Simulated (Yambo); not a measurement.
Yambo run on AlP (wurtzite, space group P6_3mc, No. 186). The wavefunctions are norm-conserving PBEsol (Quantum ESPRESSO, 44 Ry, no spin-orbit coupling) ones on a 6×6×2 mesh (8 occupied bands); a = b = 3.861 Å, c = 6.335 Å, α = β = 90.00°, γ = 120.00°.

Yambo input:

```
rim_cut
gw0
dyson
el_el_corr
HF_and_locXC
ppa
em1d
RandQpts= 1000000
RandGvec= 1 Ry
EXXRLvcs= 44 Ry
VXCRLvcs= 176 Ry
Chimod= "HARTREE"
% BndsRnXp
 1 | 179 |
%
NGsBlkXp= 10 Ry
% LongDrXp
 1.0 | 1.0 | 1.0 |
%
PPAPntXp= 27.2114 eV
% GbndRnge
 1 | 58 |
%
GTermKind= "none"
DysSolver= "n"
ExtendOut
% QPkrange
 1 | 1 | 8 | 9 |
 7 | 7 | 9 | 9 |
%
```

k points by index: 1 = Γ, 7 = M.

Table of the .qp output:

```
#    K-point    Band    Eo [eV]    E [eV]    E-Eo [eV]    Vxc [eV]    Vnlxc [eV]    Sc|Eo [eV]    Sc|E [eV]    dSc/dw|Eo [eV]    Re(Z)    Im(Z)
#
    1    8    0.000000    -0.438054    -0.438054    -11.82108    -13.89425    1.507585    1.635117    -7.920287    0.774551    -0.001650
    1    9    2.315468    2.791509    0.476042    -9.619022    -5.569759    -3.448430    -3.573222    -7.131257    0.792347    -0.001580
    7    9    1.820230    2.236202    0.415973    -8.783277    -4.929368    -3.333086    -3.437937    -6.856702    0.798732    -0.001565
```
(The two width columns are left out.) Convergence of these settings isn't established.

Geometry relaxed with PBEsol.

This is not the ordinary phase of the substance; no match was found in the copy of COD used, and its stability was not checked.
